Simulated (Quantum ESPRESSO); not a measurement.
GaSi₇ (made-up cell), Si₃BC₃N (made-up cell) (calculated)

Calculation on a made-up crystal cell, not a measurement, the moved input of one more run found from cubic fits through the family: the fits match the computed values on one interval only; periodic Kohn-Sham density functional theory in plane waves with PseudoDojo standard norm-conserving scalar-relativistic pseudopotentials, each functional with its own files (v0.5 for PBE, v0.4.1 for LDA and PBEsol), no spin polarisation, no spin-orbit coupling, atoms not relaxed, stress positive in tension, energies less a fixed whole-eV offset for each atom's element; levels are Kohn-Sham levels at fractions of this cell's reciprocal vectors, counted from the reference band (half the neutral cell's valence electrons, rounded up) at Gamma; error bars cover cutoff and k-mesh only, not smearing or the files; each bar is the largest change over components, and at least 0.002 eV, 0.002 eV per angstrom or 0.02 GPa; added strain carries the atoms with the cell, and shear is the tensor component; energies are for the whole cell, and the offsets were chosen from early runs and are not element reference energies. Program: Quantum ESPRESSO 7.5.

Common to all runs: lattice type zincblende/diamond; functional pbe; scf tolerance 1e-07 eV; electrons removed 0; structure shown one run of the family, not the further run.

(1) GaSi₇ (made-up cell)

Reference structure:
```
CELL_PARAMETERS angstrom
5.29680 -0.01380 -0.06250
-0.01380 5.31050 0.08910
-0.06230 0.08890 5.22780
ATOMIC_POSITIONS crystal
Si 0.96456 0.00061 0.99498
Si 0.00505 0.50493 0.50215
Si 0.49537 0.01503 0.48755
Si 0.50757 0.50112 0.97220
Si 0.24211 0.21408 0.27171
Si 0.24345 0.76133 0.76596
Ga 0.76449 0.27027 0.73094
Si 0.75401 0.73732 0.26738
```

* cutoff: 1088 eV
* fermi dirac smearing: 0.1 eV
* moved input: added strain, biaxial xx=yy
* moved input in the structure shown: -0.0028
* reference band: 21
* further run free energy less offsets: 0.884 eV
* further run next band up at zone corner: 1.23 eV
* further run next band up at 15 percent along c: 0.113 eV
* further run stress xx: -14.68 GPa
* k mesh: 6 x 6 x 6, shifted by half a step
* moved input of the further run: 0.0052
* interval low: 0.004854
* interval high: 0.005578
* energy against integrated force or stress: 0.001178 eV
* error bar energy: 0.003426 eV
* error bar stress: 0.1312 GPa
* error bar next band up: 0.002 eV

Atoms:
```
atoms element  atom site  atom energy offset (eV)
           Si          1                     -115
           Si          2                     -115
           Si          3                     -115
           Si          4                     -115
           Si          5                     -115
           Si          6                     -115
           Ga          7                    -2080
           Si          8                     -115
```

Family:
```
moved input  free energy less offsets (eV)  next band up at zone corner (eV)  next band up at 15 percent along c (eV)  stress xx (GPa)
    -0.0193                          1.667                             1.593                                    0.241           -22.27
    -0.0094                          1.312                              1.45                                    0.193           -19.04
    -0.0028                          1.105                             1.349                                    0.155           -17.02
     0.0092                          0.784                             1.173                                    0.093           -13.56
     0.0142                          0.672                             1.103                                     0.07            -12.2
     0.0233                          0.496                             0.982                                    0.034            -9.85
```

(2) Si₃BC₃N (made-up cell)

Reference structure:
```
CELL_PARAMETERS angstrom
4.44680 0.06260 0.02820
0.06260 4.51080 -0.06550
0.02820 -0.06550 4.47900
ATOMIC_POSITIONS crystal
B 0.00357 0.98087 0.98244
Si 0.96380 0.53048 0.48432
Si 0.52105 0.98263 0.52022
Si 0.48406 0.49738 0.02577
C 0.23590 0.28327 0.27560
C 0.24921 0.73623 0.72795
C 0.74493 0.25413 0.75645
N 0.74527 0.72792 0.26195
```

- cutoff: 1143 eV
- fermi dirac smearing: 0.025 eV
- moved input: shift of site 6 along x
- moved input in the structure shown: -0.0364 Å
- further run fx on site 6: -3.482 eV/Å
- further run fy on site 6: 0.756 eV/Å
- further run fx on site 3: -1.731 eV/Å
- further run fx on site 2: 4.356 eV/Å
- k mesh: 4 x 4 x 4, shifted by half a step

Atoms:
```
atoms element  atom site  atom energy offset (eV)
            B          1                      -79
           Si          2                     -115
           Si          3                     -115
           Si          4                     -115
            C          5                     -163
            C          6                     -163
            C          7                     -163
            N          8                     -283
```

Family:
```
moved input (Å)  fx on site 6 (eV/Å)  fy on site 6 (eV/Å)  fx on site 3 (eV/Å)  fx on site 2 (eV/Å)
        -0.1119                0.158                2.198                -2.95                3.478
        -0.0658               -0.603                1.915               -2.757                3.726
        -0.0364               -1.083                1.736                -2.62                3.866
         0.0681               -2.737                1.083               -2.044                4.243
          0.095               -3.146                0.907               -1.877                 4.31
         0.1356               -3.748                0.632               -1.611                4.387
```

## Withheld values
1. What moved input of the further run does the calculation give for Si₃BC₃N (made-up cell) (entry 2)?

Calculated values
1. 0.1175 Å

Further results for Si₃BC₃N (made-up cell) (entry 2):

* interval low: 0.1167 Å
* interval high: 0.1184 Å
* energy against integrated force or stress: 1.948e-06 eV
* error bar energy: 0.004932 eV
* error bar force: 0.004477 eV/Å
